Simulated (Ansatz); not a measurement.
A geometry of Be away from equilibrium: step 2 of the relaxation of a relaxed Be cell displaced along its unstable phonon at q = (0, 0, ½) of its primitive reciprocal cell (274i cm⁻¹), largest move 0.15 Å. Method: r2SCAN (plane waves to 500 eV, PAW, scalar-relativistic; Ansatz, an electronic-structure program). Γ-centred k-mesh 17×17×7 on the run's cell (coarser than for final values), Fermi–Dirac smearing 0.05 eV.

```xyz
2
Lattice="2.1412 0.0000 0.0000 -1.0706 1.8677 0.0000 0.0000 0.0000 4.8109" Properties=species:S:1:pos:R:3 pbc="T T T"
Be     0.0000    -0.3465     0.0000
Be     0.0000     0.3465     2.4054
```

Problem. Which atoms carry the largest force, and which way does it point?

Solution. 0.45 eV/Å, on Be1, Be2 (atoms numbered as listed); on Be2 its components are (0.00, 0.45, 0.00).

Problem. What is the pressure?

Solution. -1.6 GPa, compression positive.

No spin polarisation in the result.

The run could not lose the symmetry of its start.

Of the parent cell (P6/mmm (No. 191)): it is a generated cell of Be: the first start was made by placing the elements on the sites of a structure type, and the end was not matched to a known phase here, so it may be hypothetical. Known forms of Be include space group No. 194.
